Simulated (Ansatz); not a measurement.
Starting structure of a cell relaxation (symmetry kept):

```
Sr Cd Pt
1.0
    -2.27980    2.96755    4.59370
     2.27980   -2.96755    4.59370
     2.27980    2.96755   -4.59370
Sr Cd Pt
2 1 2
Direct
  0.69995 0.19995 0.50000
  0.30005 0.80005 0.50000
  0.00000 0.00000 0.00000
  0.73034 0.50000 0.23034
  0.26966 0.50000 0.76966
```

All numbers below come from Ansatz 0.2.0, DFT r2SCAN, scalar-relativistic, plane waves, PAW.

Plane waves to 500 eV, a k mesh through Γ of 10×10×10 on the computed 5-atom cell and Gaussian smearing (0.10 eV); no spin polarisation.

**Question.** What does it relax to?

**Answer.** The volume rises by 0.03 Å³/atom to 24.89 Å³/atom, and the energy falls by 0.5 meV/atom. Final structure:
```cif
data_structure
_symmetry_space_group_name_H-M 'Immm'
_symmetry_Int_Tables_number 71
_cell_length_a 4.5403
_cell_length_b 5.9831
_cell_length_c 9.1635
_cell_angle_alpha 90.000
_cell_angle_beta 90.000
_cell_angle_gamma 90.000
_cell_volume 248.93
loop_
_atom_site_label
_atom_site_type_symbol
_atom_site_symmetry_multiplicity
_atom_site_Wyckoff_symbol
_atom_site_fract_x
_atom_site_fract_y
_atom_site_fract_z
_atom_site_occupancy
Sr1 Sr 4 j 0.00000 0.50000 0.20037 1
Cd1 Cd 2 a 0.00000 0.00000 0.00000 1
Pt1 Pt 4 h 0.50000 0.72722 0.00000 1
```

Course of the relaxation (steps run on the plane waves of an earlier cell, and the basis is chosen afresh near the end, so energy and pressure can step there; trial steps that raised the energy were taken back; energies are free energies):

```csv
step,E − E_final (meV/atom),largest force component (eV/Å),P (GPa),V (Å³/atom)
1,0.5,0.072,0.04,24.86
2,0.1,0.025,-0.02,24.89
3,0.0,0.016,0.02,24.88
4,0.0,0.001,-0.01,24.89
5,0.0,0.001,-0.01,24.89
```

Spin–orbit coupling is left out, which can shift energies with elements as heavy as these.

Cost: 1 run of about 10 core-minutes, on Arm Neoverse V1 (shared hosts).